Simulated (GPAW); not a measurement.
## Moving the starting magnetic order in Ba2Tl5V3O12

```xyz
22
Lattice="4.2370 2.4462 6.1284 -4.2370 2.4462 6.1284 0.0000 -4.8924 6.1284" Properties=species:S:1:pos:R:3 pbc="T T T"
Ba    0.0000    0.0000    9.1926
Ba    0.0000    0.0000    0.0000
V     0.0000    2.4462    6.1284
V    -2.1185   -1.2231    6.1284
V     2.1185   -1.2231    6.1284
Tl    0.0000   -2.4462    3.0642
Tl    2.1185    1.2231    3.0642
Tl   -2.1185    1.2231    3.0642
Tl    0.0000    0.0000   13.6133
Tl    0.0000    0.0000    4.7719
O     2.6932   -0.0671    7.4143
O    -1.2885    2.3659    7.4143
O    -1.4047   -2.2988    7.4143
O    -1.4047    2.2988   10.9709
O     2.6932    0.0671   10.9709
O    -1.2885   -2.3659   10.9709
O    -2.6932    0.0671   10.9709
O     1.2885   -2.3659   10.9709
O     1.4047    2.2988   10.9709
O     1.4047   -2.2988    7.4143
O    -2.6932   -0.0671    7.4143
O     1.2885    2.3659    7.4143
```

The cell comes from a database or a generator and needn't be the stable form of this composition.

Kept alike: task single point; functional PBE; k mesh 3 × 3 × 3; occupations fermi-dirac, width 0.05 eV. Program: GPAW, GPAW PAW data sets (gpaw-data 1.2.1), cutoff 800 eV. The mesh is that of the run's cell of 22 atoms. No spin-orbit coupling.

| starting magnetic order | largest site moment (μB) | moment of the cell (μB) | free energy over the lowest row (meV/atom) |
| --- | --- | --- | --- |
| afm | 0.34 | 1.17 | 0.00 |
| fm | 0.34 | 1.17 | 0.00 |
| fm larger moments | 0.34 | 1.17 | 0.00 |
| nm | 0.00 | 0.00 | 2.15 |

For a metal such a mesh leaves the last digits unconverged. The runs hold the magnetic state that their start led to, which needn't be the lowest. The row without spin has no moments by construction. Site moments count inside each atom's sphere or projector.

**Question.** What does the starting magnetic order change here?

**Answer.** The largest site moment runs from 0.00 (nm) to 0.34 μB (afm; fm; fm larger moments). The moment of the cell runs from 0.00 (nm) to 1.17 μB (afm; fm; fm larger moments). The free energy is lowest at afm; fm; fm larger moments, and 2.15 meV an atom higher at nm. Starts that end at one energy have found one state: afm; fm; fm larger moments.
